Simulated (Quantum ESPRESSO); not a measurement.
Band energies of CdF2

```
CELL_PARAMETERS angstrom
      0.00000     2.70052     2.70052
      2.70052     0.00000     2.70052
      2.70052     2.70052     0.00000
ATOMIC_POSITIONS crystal
  F  0.25000 0.25000 0.25000
  F  0.75000 0.75000 0.75000
  Cd 0.00000 0.00000 0.00000
```

PBEsol (pw.x of Quantum ESPRESSO, ONCV potentials, with spin-orbit coupling); path ΓXWKΓLUWLK,UX; energies in eV from the valence-band maximum.

```csv
k (1/Å),point,band 34,band 35,band 36,band 37,band 38,band 39,band 40,band 41
0.00,Γ,-0.41,2.93,2.93,12.09,12.09,12.68,12.68,12.68
0.32,,-0.39,3.78,3.78,11.47,11.47,12.65,12.65,12.99
0.74,,-0.18,6.06,6.06,9.97,9.97,13.46,13.46,13.82
1.16,X,-0.05,7.85,7.85,9.45,9.45,11.71,11.71,13.89
1.63,,-0.01,7.91,7.91,10.82,10.82,11.32,11.32,12.17
1.75,W,0.00,7.92,7.92,11.24,11.24,11.38,11.38,11.62
2.16,K,-0.19,7.81,7.81,10.52,10.52,10.93,10.93,14.11
2.57,,-0.35,6.59,6.59,10.14,10.14,12.38,12.38,14.25
2.98,,-0.43,4.28,4.28,11.09,11.09,12.77,12.77,13.22
3.39,Γ,-0.41,2.93,2.93,12.09,12.09,12.68,12.68,12.68
3.79,,-0.41,4.25,4.25,11.04,11.04,12.85,12.85,13.24
4.10,,-0.36,5.96,5.96,9.75,9.75,13.62,13.62,14.07
4.40,L,-0.33,7.03,7.03,8.95,8.95,14.02,14.02,14.50
4.50,,-0.33,7.05,7.05,9.00,9.00,13.95,13.95,14.44
4.91,,-0.26,7.56,7.56,9.95,9.95,11.89,11.89,14.27
5.11,U,-0.19,7.81,7.81,10.52,10.52,10.93,10.93,14.11
5.32,,-0.06,7.85,7.85,10.76,10.76,11.03,11.03,12.82
5.52,W,0.00,7.92,7.92,11.24,11.24,11.38,11.38,11.62
5.70,,-0.06,7.78,7.78,10.48,10.48,11.75,11.75,12.43
6.07,,-0.31,7.20,7.20,9.26,9.26,13.37,13.37,14.21
6.34,L,-0.33,7.03,7.03,8.95,8.95,14.02,14.02,14.50
6.43,,-0.33,7.05,7.05,8.99,8.99,13.96,13.96,14.45
6.79,,-0.28,7.45,7.45,9.73,9.73,12.29,12.29,14.29
7.06,K,-0.19,7.81,7.81,10.52,10.52,10.93,10.93,14.11
7.06,U,-0.19,7.81,7.81,10.52,10.52,10.93,10.93,14.11
7.47,X,-0.05,7.85,7.85,9.45,9.45,11.71,11.71,13.89
```

The PBEsol gap is indirect, 2.93 eV, from W to Γ; the smallest direct gap is 3.34 eV.

Geometry of the Materials Project entry, not relaxed at this level.
